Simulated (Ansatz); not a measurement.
ZnAu (CsCl type), relaxed and computed with several functionals in Ansatz (plane waves, PAW). Much of their spread follows the volume that each gives.

```json
[
 {"functional": "PBEsol", "V (Å³/atom)": "15.31", "B₀ by P(V) fit (GPa)": "?"},
 {"functional": "PBE", "V (Å³/atom)": "16.18", "B₀ by P(V) fit (GPa)": "117"},
 {"functional": "r²SCAN", "V (Å³/atom)": "15.61", "B₀ by P(V) fit (GPa)": "135"},
 {"functional": "LDA", "V (Å³/atom)": "14.83", "B₀ by P(V) fit (GPa)": "159"}
]
```

Q: Fit a straight line to ln B₀ against ln V and predict the withheld value.

A: Least squares on the 3 shown rows: ln B₀ = -3.50 × ln V + (14.512), with a scatter of 1 %. For PBEsol this gives 143. The run itself gave 143, within the scatter.

All cells were relaxed under the symmetry of their starts (and spin orders); stability against distortions was not tested throughout. Scalar-relativistic: spin–orbit coupling is off unless named, which matters more the heavier the elements.

Potentials: the later of the program's two PAW sets.

Ansatz (an electronic-structure program) is a plane-wave DFT program.
